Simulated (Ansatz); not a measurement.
**What a trial cell of Sc3Ta relaxes into**

All numbers below come from DFT PBE, scalar-relativistic, plane waves, PAW (Ansatz 0.2.0). Cutoff 420 eV, Gaussian smearing, Γ-centred meshes. Cell and atoms relax first on a coarse mesh and then on a finer one. In between, the cell is made exact in the group found at 0.06 Å. In metals the finer mesh still leaves noise of several meV/atom or more. The steps can't lower the symmetry of their start. No spin polarisation in the relaxation; trial moments died out in a coarse test.

Recipe of this trial structure of Sc3Ta: random cell by space group and Wyckoff sites (P6/mmm, No. 191). The dimensions are guesses.

```xyz
4
Lattice="4.2256 0.0000 0.0000 -2.1128 3.6594 0.0000 0.0000 0.0000 4.8453" Properties=species:S:1:pos:R:3 pbc="T T T"
Sc    0.0000    0.0000    0.0000
Sc    0.0000    2.4396    2.4227
Sc    2.1128    1.2198    2.4227
Ta    0.0000    0.0000    2.4227
```

Formation energies are uncorrected and refer to the elements' standard structures at the same level.

**Question.** Describe the relaxed structure.

**Answer.** The symmetry stays P6/mmm (No. 191). The end has the Li3N type. The volume per atom grows by 52.8 %, from 18.7 to 28.6 Å³. The shortest distance goes from 2.42 Å (Sc–Ta) to 2.57 Å (Sc–Ta). The ratio c/a of the conventional cell changes by a factor of 0.88. The energy falls by about 1.1 eV/atom (the start's value is from the coarse mesh). Conventional cell: a = 5.069 Å, c = 5.144 Å. Sc on a site of symmetry 6/mmm is surrounded by 2 Ta at 2.57 Å; around Sc on a site of symmetry -6m2 lie 3 Sc at 2.93 Å and 3 Ta at 2.93 Å; Ta has 2 Sc at 2.57 Å and 6 Sc at 2.93 Å.

```cif
data_structure
_symmetry_space_group_name_H-M 'P6/mmm'
_symmetry_Int_Tables_number 191
_cell_length_a 5.0691
_cell_length_b 5.0691
_cell_length_c 5.1441
_cell_angle_alpha 90.000
_cell_angle_beta 90.000
_cell_angle_gamma 120.000
_cell_volume 114.47
loop_
_atom_site_label
_atom_site_type_symbol
_atom_site_symmetry_multiplicity
_atom_site_Wyckoff_symbol
_atom_site_fract_x
_atom_site_fract_y
_atom_site_fract_z
_atom_site_occupancy
Sc1 Sc 1 a 0.00000 0.00000 0.00000 1
Sc2 Sc 2 d 0.33333 0.66667 0.50000 1
Ta1 Ta 1 b 0.00000 0.00000 0.50000 1
```

**Question.** How does it come out in energy, and is it a metal?

**Answer.**

| Property | Result |
| --- | --- |
| Energy over the elements | +0.80 eV/atom |
| Gap on the 12×12×10 mesh of the 4-atom cell | 0 eV (a metal) |

A positive value: parting into the elements would lower its energy.

The last run used Gaussian smearing of 0.10 eV. These runs have no spin–orbit coupling, which can matter for Ta. Symmetry constrained the relaxation, so the result can be a saddle point. In all, the 3 runs took 2.6 min on 1 thread of Intel(R) Xeon(R) Processor @ 2.70GHz (shared host). Another cell of Sc3Ta relaxed alike, in P6_3/mmc, lies 0.67 eV/atom lower, so this cell isn't the stable form at this level.
